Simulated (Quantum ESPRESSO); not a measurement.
## Zr3TaPd3W (input and log of a self-consistent run)

Computed values, not a measurement. The program is pw.x of Quantum ESPRESSO 7.5 (plane-wave density functional theory). The cell is made up: eight metal atoms on a hexagonal close-packed lattice, with elements, volume, strain and displacements drawn at random and not relaxed, so it may be unstable or far from any real phase. PseudoDojo standard norm-conserving files set the functional (PBE unless stated); there is no spin polarisation or spin-orbit coupling, the Fermi-Dirac width of 0.25 eV means electrons at about 2900 K, and the masses in the input are unused placeholders. Heavy elements are run without spin-orbit coupling, which real alloys of them have. A spin test at this wide smearing found no moment, but such smearing suppresses magnetism that the real alloy may have.

Input:

```
&control calculation='scf', pseudo_dir='./dojo.nc.sr.pbe.v0_5.standard.upf', outdir='./o', disk_io='minimal', tprnfor=.true., tstress=.true. /
&system ibrav=0, nat=8, ntyp=4, nbnd=77, ecutwfc=82.02448710, nosym=.true., tot_charge=0,
 occupations='smearing', smearing='fd', degauss=0.0183746611
/
&electrons conv_thr=1.470e-08, electron_maxstep=70, mixing_beta=0.5 /
ATOMIC_SPECIES
Pd 1.0 Pd.upf
Ta 1.0 Ta.upf
W 1.0 W.upf
Zr 1.0 Zr.upf
CELL_PARAMETERS angstrom
2.9916 -0.0143 0.0389
1.4473 -2.5163 -4.5662
1.3979 7.4576 -4.5314
ATOMIC_POSITIONS angstrom
Zr 0.0397 0.1123 0.0331
Zr 1.3359 2.4594 -4.4406
Ta 1.4517 -0.8133 -2.2664
Zr 2.856 1.6174 -6.8148
Pd 2.9801 5.0447 -4.4958
Pd 2.9645 -0.0494 -4.5886
W 2.9744 1.5538 -2.227
Pd 4.3283 4.1529 -6.865
K_POINTS automatic
8 5 3 1 1 1
```

The log is shortened where brackets say so; the opening notice, blank lines, dates and the lines on written files are dropped, and the path of the files is cut. It prints rydbergs, bohrs and kilobars, and counts compression as positive stress. Its total energy is the free energy E - TS of the whole cell.

```
     Program PWSCF v.7.5
     Parallel version (MPI & OpenMP), running on       4 processor cores
     Number of MPI processes:                 4
     Threads/MPI process:                     1
     [start-up lines left out]
     bravais-lattice index     =            0
     lattice parameter (alat)  =       5.6538  a.u.
     unit-cell volume          =     921.4050 (a.u.)^3
     number of atoms/cell      =            8
     number of atomic types    =            4
     number of electrons       =       117.00
     number of Kohn-Sham states=           77
     kinetic-energy cutoff     =      82.0245  Ry
     charge density cutoff     =     328.0979  Ry
     scf convergence threshold =      1.5E-08
     mixing beta               =       0.5000
     number of iterations used =            8  plain     mixing
     Exchange-correlation= PBE
                           (   1   4   3   4   0   0   0)
     [axes and pseudopotential details left out]
   Cartesian axes
     site n.     atom                  positions (alat units)
         1        Zr     tau(   1) = (   0.0132692   0.0375348   0.0110633  )
         2        Zr     tau(   2) = (   0.4465075   0.8220230  -1.4842138  )
         3        Ta     tau(   3) = (   0.4852122  -0.2718351  -0.7575152  )
         4        Zr     tau(   4) = (   0.9545815   0.5405953  -2.2777598  )
         5        Pd     tau(   5) = (   0.9960603   1.6861265  -1.5026637  )
         6        Pd     tau(   6) = (   0.9908462  -0.0165113  -1.5336809  )
         7        W      tau(   7) = (   0.9941552   0.5193378  -0.7443463  )
         8        Pd     tau(   8) = (   1.4466789   1.3880537  -2.2945385  )
     number of k points=    60  Fermi-Dirac smearing, width (Ry)=  0.0184
                       cart. coord. in units 2pi/alat
        k(    1) = (   0.0633419   0.0205098  -0.0567480), wk =   0.0333333
        k(    2) = (   0.0609581  -0.1798657   0.0529175), wk =   0.0333333
     [further k points left out]
     Dense  grid:    92495 G-vectors     FFT dimensions: (  36,  60, 100)
     Estimated max dynamical RAM per process >     378.96 MB
     Estimated total dynamical RAM >       1.41 GB
     Initial potential from superposition of free atoms
     starting charge     116.9910, renormalised to     117.0000
     Starting wfcs are   77 randomized atomic wfcs
     total cpu time spent up to now is        7.0 secs
     per-process dynamical memory:   296.3 Mb
     Self-consistent Calculation
     iteration #  1     ecut=    82.02 Ry     beta= 0.50
     Davidson diagonalization with overlap
     ethr =  1.00E-02,  avg # of iterations =  4.4
     total cpu time spent up to now is       25.6 secs
     total energy              =   -1378.96553453 Ry
     estimated scf accuracy    <      30.20033411 Ry
     iteration #  2     ecut=    82.02 Ry     beta= 0.50
     Davidson diagonalization with overlap
     ethr =  1.00E-02,  avg # of iterations =  4.7
     total cpu time spent up to now is       50.3 secs
     total energy              =   -1385.09387507 Ry
     estimated scf accuracy    <     193.05781612 Ry
     iteration #  3     ecut=    82.02 Ry     beta= 0.50
     Davidson diagonalization with overlap
     ethr =  1.00E-02,  avg # of iterations =  5.8
     total cpu time spent up to now is       73.9 secs
     total energy              =   -1397.70700334 Ry
     estimated scf accuracy    <      20.91022423 Ry
     iteration #  4     ecut=    82.02 Ry     beta= 0.50
     Davidson diagonalization with overlap
     ethr =  1.00E-02,  avg # of iterations =  2.0
     total cpu time spent up to now is       88.9 secs
     total energy              =   -1399.13542351 Ry
     estimated scf accuracy    <      11.86263233 Ry
     iteration #  5     ecut=    82.02 Ry     beta= 0.50
     Davidson diagonalization with overlap
     ethr =  1.00E-02,  avg # of iterations =  1.0
     total cpu time spent up to now is      102.2 secs
     total energy              =   -1399.08884702 Ry
     estimated scf accuracy    <       7.01587876 Ry
     [iterations 6 to 15 left out]
     iteration # 16     ecut=    82.02 Ry     beta= 0.50
     Davidson diagonalization with overlap
     ethr =  1.16E-08,  avg # of iterations =  2.0
     total cpu time spent up to now is      270.4 secs
     total energy              =   -1398.68669283 Ry
     estimated scf accuracy    <       0.00000173 Ry
     iteration # 17     ecut=    82.02 Ry     beta= 0.50
     Davidson diagonalization with overlap
     ethr =  1.48E-09,  avg # of iterations =  2.0
     total cpu time spent up to now is      285.4 secs
     total energy              =   -1398.68669298 Ry
     estimated scf accuracy    <       0.00000125 Ry
     iteration # 18     ecut=    82.02 Ry     beta= 0.50
     Davidson diagonalization with overlap
     ethr =  1.07E-09,  avg # of iterations =  1.0
     total cpu time spent up to now is      298.8 secs
     total energy              =   -1398.68669307 Ry
     estimated scf accuracy    <       0.00000008 Ry
     iteration # 19     ecut=    82.02 Ry     beta= 0.50
     Davidson diagonalization with overlap
     ethr =  6.61E-11,  avg # of iterations =  3.0
     total cpu time spent up to now is      315.5 secs
     total energy              =   -1398.68669308 Ry
     estimated scf accuracy    <       0.00000007 Ry
     iteration # 20     ecut=    82.02 Ry     beta= 0.50
     Davidson diagonalization with overlap
     ethr =  5.72E-11,  avg # of iterations =  1.2
     total cpu time spent up to now is      329.3 secs
     End of self-consistent calculation
     [lines on levels left out]
!    total energy              =   -1398.68669308 Ry
     estimated scf accuracy    <       0.00000001 Ry
     smearing contrib. (-TS)   =      -0.11402593 Ry
     internal energy E=F+TS    =   -1398.57266715 Ry
     The total energy is F=E-TS. E is the sum of the following terms:
     one-electron contribution =    -379.77892379 Ry
     hartree contribution      =     258.90726315 Ry
     xc contribution           =    -250.46050260 Ry
     ewald contribution        =   -1027.24050392 Ry
     convergence has been achieved in  20 iterations
     Forces acting on atoms (cartesian axes, Ry/au):
     atom    1 type  4   force =     0.00098781   -0.04157164    0.01590161
     atom    2 type  4   force =     0.01167417    0.01640841   -0.02529066
     atom    3 type  2   force =     0.00113943   -0.00063509   -0.01331125
     atom    4 type  4   force =     0.00451019    0.03097521   -0.02088925
     atom    5 type  1   force =    -0.00696737   -0.01360130   -0.02749296
     atom    6 type  1   force =    -0.00453413    0.00785795    0.01067935
     atom    7 type  3   force =    -0.00945884   -0.01286554    0.02067064
     atom    8 type  1   force =     0.00264876    0.01343201    0.03973253
     Total force =     0.090865     Total SCF correction =     0.000530
     Computing stress (Cartesian axis) and pressure
          total   stress  (Ry/bohr**3)                   (kbar)     P=      131.82
   0.00062158  -0.00000589  -0.00001097           91.44       -0.87       -1.61
  -0.00000589   0.00073360   0.00023765           -0.87      107.92       34.96
  -0.00001097   0.00023765   0.00133313           -1.61       34.96      196.11
     init_run     :      6.47s CPU      6.72s WALL (       1 calls)
     electrons    :    315.72s CPU    322.38s WALL (       1 calls)
     forces       :      2.71s CPU      2.72s WALL (       1 calls)
     stress       :      9.56s CPU      9.56s WALL (       1 calls)
     [timing details left out]
     PWSCF        :   5m34.74s CPU   5m41.69s WALL
     JOB DONE.
```

In other units: free energy -19030.102 eV for the cell, pressure 13.18 GPa, largest force component 1.069 eV/Å in size. The run took 343 s of wall time with four MPI processes on a shared machine (Intel Xeon, 2023 or later, virtual cores), so the time is rough. A rerun of this cell at a higher cutoff and on a denser mesh moved values by no more than 0.005 eV in energy, 0.07 GPa in stress and 0.009 eV/Å in force, and a second program with other atomic files agreed on that cell to 2 % rms in force and 0.5 GPa in pressure.